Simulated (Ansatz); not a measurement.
A trial cell of CoSi₄, before relaxation:

```yaml
crystal:
  lattice:
    - [-2.59217, 2.59217, 2.59217]
    - [2.59217, -2.59217, 2.59217]
    - [2.59217, 2.59217, -2.59217]
  atoms:
    - { symbol: Co, position: [0.00000, 0.00000, 0.00000] }
    - { symbol: Si, position: [0.00000, 0.00000, 0.50000] }
    - { symbol: Si, position: [0.00000, 0.50000, 0.00000] }
    - { symbol: Si, position: [0.50000, 0.00000, 0.00000] }
    - { symbol: Si, position: [0.50000, 0.50000, 0.50000] }
```

These are results of DFT PBE, scalar-relativistic, plane waves, PAW (Ansatz 0.2.0), not measurements. Cutoff 420 eV, Gaussian smearing, Γ-centred meshes. Cell and atoms relax first on a coarse mesh and then on a finer one. In between, the cell is made exact in the group found at 0.06 Å. In metals the finer mesh still leaves noise of several meV/atom or more. The steps can't lower the symmetry of their start. Collinear spin, starting moments Co 3.0 μB; they died out on the coarse mesh, so the last step has no spin.

A guess keeps its type if space group and coordination stay and the shape of the cell changes little (axis ratios within about 15 %, angles within 6°); the volume may change.

Question: Does it keep its structure type, or change into something else?

Answer: It keeps its type: symmetry leaves only the cell edge free. The symmetry stays Im-3m (No. 229). The volume per atom grows by 4.7 %, from 13.9 to 14.6 Å³. The shortest distance goes from 2.24 Å (Co–Si) to 2.28 Å (Co–Si). Counting neighbours within 15 % of an atom's shortest distance, the start has Co 8, Si 2 and the end Co 8, Si 2.

The zero of energy is the elements' standard structures at the same level; no fitted shifts are applied.

Question: At what energy does it end?

Answer: +0.11 eV/atom. It can't be a ground state, since the elements alone are lower.

The last run used a 10×10×10 mesh for its 5-atom cell and Gaussian smearing of 0.10 eV. Trial moments died out on the coarse mesh, so the last step has no spin; another magnetic start might hold. A structure relaxed within its symmetry needn't be a true minimum. Another cell of CoSi4 relaxed alike, in P4/mmm, lies 0.30 eV/atom lower, so this cell isn't the stable form at this level.
